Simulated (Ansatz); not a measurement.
Relaxed-ion elastic tensor of TePt (CsCl type, Pm-3m) in GPa (Voigt order), r²SCAN (plane waves, PAW; program Ansatz); density 13.31 g/cm³, 20.13 Å³ per atom.

```
 137   131   131   0.0   0.0   0.0
 131   137   131   0.0   0.0   0.0
 131   131   137   0.0   0.0   0.0
 0.0   0.0   0.0  31.7   0.0   0.0
 0.0   0.0   0.0   0.0  31.7   0.0
 0.0   0.0   0.0   0.0   0.0  31.7
```

Is the crystal mechanically stable?

Yes: the smallest eigenvalue of C is 5.8 GPa.

Work out the Voigt and Reuss bounds. Is their mean of use?

K_V = 133, K_R = 133; G_V = 20.2, G_R = 6.4 GPa. The bounds lie so far apart that a Hill average or a Debye temperature from it would say little.

The start of the workflow was typed in or built on a structure type; neither database checked (COD, Materials Project) lists it. COD files the formula under space group No. 166, 194. Whether it is the stable phase at ambient conditions was not checked. Symmetry was held in the r²SCAN relaxation; its stability against distortions is not shown here. No spin polarisation was allowed. Its formation energy is positive at this level, so the cell may be metastable or incomplete. As this level gives no gap, shear constants depend on the k-mesh and smearing (Fermi–Dirac, 0.1 eV here). Spin–orbit coupling is left out wherever it is not named.

Potentials: the later of the program's two PAW sets.
